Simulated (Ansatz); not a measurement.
**Data sheet: CdI2 (DFT)**

CdI2:
```yaml
crystal:
  lattice:
    - [2.08180, 1.20193, 19.97008]
    - [-2.08180, 1.20193, 19.97008]
    - [0.00000, -2.40386, 19.97008]
  atoms:
    - { symbol: Cd, position: [0.55554, 0.55554, 0.55554] }
    - { symbol: Cd, position: [0.44446, 0.44446, 0.44446] }
    - { symbol: Cd, position: [0.00000, 0.00000, 0.00000] }
    - { symbol: I, position: [0.63843, 0.63843, 0.63843] }
    - { symbol: I, position: [0.36157, 0.36157, 0.36157] }
    - { symbol: I, position: [0.86065, 0.86065, 0.86065] }
    - { symbol: I, position: [0.13935, 0.13935, 0.13935] }
    - { symbol: I, position: [0.74955, 0.74955, 0.74955] }
    - { symbol: I, position: [0.25045, 0.25045, 0.25045] }
```

Space group R-3m (No. 166); conventional cell a = b = 4.1636 Å, c = 59.9102 Å, α = β = 90.00°, γ = 120.00°.

Method: the program Ansatz at the LDA level (PAW). Geometry: relaxed at this level of theory. Other levels are named where they apply.

**Cell and energy**

```yaml
volume_per_atom: 33.31 Å³
density: 6.09 g/cm³
Formation energy from the elements (no fitted shifts): -0.54 eV/atom
```

**Electronic structure**

```yaml
band_gap: 2.12 eV (indirect)
valence_band_maximum: off the standard path, at k = (0.323, 0.443, 0.443) in fractions of the reciprocal vectors
conduction_band_minimum: off the standard path, at k = (0.089, -0.378, -0.378) in fractions of the reciprocal vectors
smallest_direct_gap_on_the_standard_path: 2.27 eV
electron_effective_mass: 0.28, 0.54, 0.82 mₑ (principal values)
hole_effective_mass: 0.30, 1.8, 4.2 mₑ (principal values)
HSE06 gap on the LDA cell: 3.26 eV
Gap with spin–orbit coupling: 1.80 eV
```

**Mechanics**

```yaml
Bulk modulus (Birch–Murnaghan fit): 18.2 GPa
Pressure derivative B′: 11.4
```

The workflow started from a Materials Project entry (that database holds measured and hypothetical structures alike); the Crystallography Open Database files this formula in space group No. 166, but the cells were not matched. Its standing as an ambient phase is unchecked. Symmetry was held in the LDA relaxation; its stability against distortions is not shown here. A crystal of weakly bound layers computed without a dispersion correction: the cell and the soft elastic constants depend strongly on that. The references are the lowest solids computed at this level, not always the standard phases. Spin–orbit coupling is left out wherever it is not named.

Potentials: the later of the program's two PAW sets.
